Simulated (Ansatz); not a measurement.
**Phonon spectrum of Zn4SO3**

Method: DFT PBE, scalar-relativistic, plane waves, PAW in Ansatz 0.2.0. Cutoff 420 eV, 12×12×4 k-points (Γ-centred), Fermi-Dirac smearing of 0.15 eV. No spin polarisation. Phonons by linear response, acoustic sum rule imposed.

The cell, relaxed at this level:
```
Zn S O
1.0
     3.42128    0.00000    0.00000
    -1.71064    2.96292    0.00000
     0.00000    0.00000   11.11661
Zn S O
4 1 3
Cartesian
  1.7106 0.9876 0.3603
  1.7106 0.9876 5.4677
  0.0000 0.0000 2.9162
  0.0000 0.0000 8.0375
  0.0000 0.0000 10.3985
  1.7106 0.9876 2.3460
  1.7106 0.9876 7.4706
  0.0000 0.0000 4.9128
```

The structure comes from a generated guess, relaxed at this level; another structure or a mixture of phases may lie lower. In a metal, frequencies and elastic constants depend on the k mesh and the smearing, soft modes and shear constants most. The q mesh is coarse, so values between its points are rough. A semilocal functional can close a gap that the real compound has.

Force constants from linear response on a 3×3×1 q mesh.

Path: Γ–M–K–Γ–A–L–H–A | L–M | H–K. Only the points of the 3×3×1 mesh were computed; the rest is interpolation, which is rough on so few points. On the mesh no mode is imaginary. Distance along the path (Å⁻¹), then the branches (cm⁻¹, negative for imaginary):
```
0.000  0 0 0 55 55 70 70 89 89 151 163 224 304 304 311 311 319 319 324 335 335 408 492 500
0.265  31 33 62 72 78 79 89 94 105 156 163 218 310 319 319 324 326 340 342 345 352 410 485 494
0.530  57 67 79 94 96 108 109 134 139 177 184 209 319 322 331 340 353 358 370 384 409 421 475 483
0.795  69 87 93 99 109 111 122 152 177 204 216 221 318 326 340 351 373 378 390 403 436 445 475 481
1.060  72 85 97 103 113 118 128 149 185 219 231 233 318 324 343 355 378 388 398 406 439 458 474 484
1.213  77 85 100 104 117 120 130 148 184 216 229 231 317 331 347 359 381 388 397 406 439 455 471 481
1.366  79 92 101 115 121 131 136 148 182 210 225 226 315 347 358 370 386 389 398 407 437 446 465 473
1.519  78 92 111 125 129 137 142 153 180 203 220 221 313 362 372 379 386 391 402 413 434 436 457 464
1.673  78 91 115 130 133 134 147 157 179 200 218 220 312 369 376 382 388 389 405 419 427 437 453 459
1.979  81 92 104 114 120 133 141 144 176 201 216 218 314 354 364 371 383 386 394 404 434 436 465 470
2.285  75 76 90 93 106 109 117 140 147 184 191 208 318 332 343 350 360 366 375 389 417 425 473 479
2.591  36 40 65 81 82 83 93 97 108 158 164 217 313 320 321 327 329 344 344 355 357 410 483 493
2.897  0 0 0 55 55 70 70 89 89 151 163 224 304 304 311 311 319 319 324 335 335 408 492 500
2.967  9 9 20 53 53 71 71 89 89 143 171 222 304 304 311 311 319 319 325 335 335 407 491 500
3.038  18 18 39 49 49 72 72 89 89 130 182 218 304 304 310 310 320 320 329 335 335 403 491 502
3.109  26 26 44 44 55 73 73 89 89 118 192 212 305 305 310 310 321 321 333 335 335 398 491 503
3.179  30 30 40 40 62 74 74 89 89 112 198 207 305 305 309 309 321 321 335 335 335 396 491 504
3.445  44 45 52 70 80 89 95 98 106 115 196 205 311 317 321 324 328 340 342 350 355 399 485 497
3.710  60 69 77 85 95 109 116 134 150 155 198 204 320 322 329 342 354 358 371 384 411 416 475 484
3.975  70 85 92 95 109 122 122 142 183 200 218 220 318 328 335 354 372 380 386 406 432 447 475 481
4.240  73 92 95 103 114 120 128 138 191 219 231 232 318 327 338 358 378 387 393 412 436 459 473 485
4.393  79 91 99 105 115 122 129 138 190 216 229 230 317 334 342 362 380 388 394 412 436 456 471 482
4.546  88 93 104 115 118 128 132 144 189 211 224 225 315 350 354 369 383 391 398 410 434 447 465 474
4.699  89 97 112 117 126 130 141 153 188 205 218 219 314 361 371 376 384 394 404 414 434 436 457 464
4.852  89 99 115 119 123 135 146 158 188 202 216 216 314 366 378 379 385 393 407 422 426 435 452 459
5.158  86 93 104 115 120 131 134 142 184 199 216 216 315 354 364 370 380 387 395 406 431 438 465 470
5.464  71 79 84 92 105 116 118 136 159 165 201 205 318 333 342 351 361 366 375 390 417 423 473 480
5.770  46 50 58 75 82 93 98 106 110 118 195 204 313 320 322 327 331 343 345 355 362 400 483 496
6.076  30 30 40 40 62 74 74 89 89 112 198 207 305 305 309 309 321 321 335 335 335 396 491 504
6.112  73 91 95 103 114 120 128 138 191 219 231 232 318 327 338 358 378 387 393 412 436 459 473 485
6.182  73 89 96 104 114 118 128 142 189 219 231 233 318 326 339 357 378 387 394 411 437 459 473 485
6.253  72 87 96 104 113 117 128 146 187 219 231 233 318 325 341 356 378 387 396 408 438 459 473 484
6.324  72 85 97 103 113 117 128 149 186 219 231 233 318 324 343 355 378 388 398 406 439 458 474 484
6.359  89 99 115 119 123 135 146 158 188 202 216 216 314 366 378 379 385 393 407 422 426 435 452 459
6.429  87 97 115 121 124 135 146 158 186 202 216 217 314 366 378 379 386 392 407 422 426 435 452 459
6.500  83 94 115 126 127 134 146 158 183 201 217 218 313 367 377 380 387 391 406 421 427 436 452 459
6.571  79 92 115 129 131 134 147 158 180 200 218 219 313 368 376 382 388 390 405 420 427 436 453 459
6.641  78 91 115 130 133 134 147 157 179 200 218 220 312 369 376 382 388 389 405 419 427 437 453 459
```
